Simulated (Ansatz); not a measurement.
Input:

LiH:
```cif
data_HLi
_chemical_formula_sum 'Li1 H1'
_space_group_name_H-M_alt 'P 1'
_space_group_IT_number 1
_cell_length_a 2.76444
_cell_length_b 2.76444
_cell_length_c 2.76444
_cell_angle_alpha 60.000
_cell_angle_beta 60.000
_cell_angle_gamma 60.000
loop_
_space_group_symop_operation_xyz
  'x, y, z'
loop_
_atom_site_label
_atom_site_type_symbol
_atom_site_fract_x
_atom_site_fract_y
_atom_site_fract_z
_atom_site_occupancy
Li1 Li 0.00000 0.00000 0.00000 1
H1 H 0.50000 0.50000 0.50000 1
```

This is the LDA-relaxed structure.

Q: All from the program Ansatz at the LDA level (PAW), unless another level is named. Predict the zero-point energy.

A: 117.6 meV/atom.

Q: And the bulk modulus (Birch–Murnaghan fit)?

A: 40.6 GPa.

Space group Fm-3m (rock salt). The LDA relaxation kept the symmetry of its start; phonons on a q-mesh show no instability.

Potentials: the later of the program's two PAW sets.
